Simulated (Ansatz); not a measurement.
**Clamped-ion strain scan in Ir**

Theory: DFT PBEsol, scalar-relativistic, plane waves, PAW in Ansatz 0.2.0. Cutoff 420 eV, Γ-centred 18×18×12 k-points, Gaussian smearing of 0.15 eV. Spin–orbit coupling is left out, which can shift energies with elements as heavy as these. No spin polarisation. Energies are free energies at this smearing, counted from the undisturbed cell; pressure is positive in compression.

Zero of the scan (as given, not relaxed at this level; it stands at -12.5 GPa; this form isn't the usual structure):

```
Ir
1.0
     2.75138    0.00000    0.00000
    -1.37569    2.38276    0.00000
     0.00000    0.00000    4.46229
Ir
2
Direct
  0.66667 0.33333 0.75000
  0.33333 0.66667 0.25000
```

The cell is strained by ε times the Voigt pattern (0, 0, 0, 0, 1, 0) (xx, yy, zz, yz, xz, xy; engineering shear) with fractional coordinates fixed. The cell is metallic on the mesh throughout. At -12 GPa the given cell is far from its own equilibrium, so these figures belong to a strongly strained crystal.

Problem. Over the sampled range (-0.1500 to 0.1312), is the undisturbed cell the lowest point?

Solution. Yes, every other sampled point lies higher.

The scan:

| ε | ΔE (meV/atom) |
| --- | --- |
| -0.1500 | 89.6 |
| -0.0750 | 21.7 |
| 0.0000 | 0.0 |
| 0.0187 | 1.4 |
| 0.0375 | 5.5 |
| 0.0562 | 12.2 |
| 0.0937 | 33.9 |
| 0.1125 | 49.1 |
| 0.1312 | 67.6 |

Cost: 9 runs of about 2.7 core-minutes in all, on AMD EPYC 7R13 Processor (Zen 3) (shared hosts).